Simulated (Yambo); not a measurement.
A G0W0@PBEsol run in Yambo for Rb₂Ni₃S₄ (space group Fmmm, No. 69) (2×2×2 Γ-centred k mesh, bands 13 to 302 and a 7 Ry block in the screening, 302 bands in G with the Bruneval-Gonze terminator, plasmon pole fitted at 27.2 eV) gives these matrix elements, in eV, at the band edges ((0, -0.5, -0.5) → (0, -0.5, -0.5)):

```tsv
state	E0	<Vxc>	<Σx>	<Σc(E0)>	Z
valence edge	0.000	-25.805	-31.739	5.652	0.715
conduction edge	0.975	-21.512	-17.655	-2.915	0.747
```

Solve the linearised quasiparticle equation for both states, give the gap, and say how exchange and correlation each act on it.

E = E0 + Z(Σx + Σc − Vxc). Valence: 0.000 + 0.715 × (-31.739 + (5.652) − (-25.805)) = -0.20 eV. Conduction: 0.975 + 0.747 × (-17.655 + (-2.915) − (-21.512)) = 1.68 eV. The gap is 1.88 eV, against 0.97 eV in PBEsol. Replacing Vxc by bare exchange alone would open it by 9.79 eV; correlation takes back 8.57 eV of that, and Z scales what is left. Nearest settings tried, and what they do to the gap: 124 bands in G: +16 meV; 6 Ry block (353 vectors against 421): +43 meV. Not varied: bands in W, mesh. So the settings aren't converged at that level. The k mesh is coarse. Among the k points computed, the smallest G0W0 gap is 1.82 eV, (-0.5, -0.5, 0) → (0, -0.5, -0.5). The mesh misses a band edge: along a dense path the PBEsol gap is 0.66 eV against 0.97 eV on the mesh. The 3d shell has no Hubbard U; the runs are without spin polarisation, and magnetic order was not tried.

Geometry of the Materials Project entry, not relaxed at this level; primitive cell a = 8.4859 Å, b = 7.4776 Å, c = 5.7687 Å, α = 78.51°, β = 59.72°, γ = 41.77°.

The structure is a Materials Project entry; no match was found in the copy of COD used, and its stability was not checked.
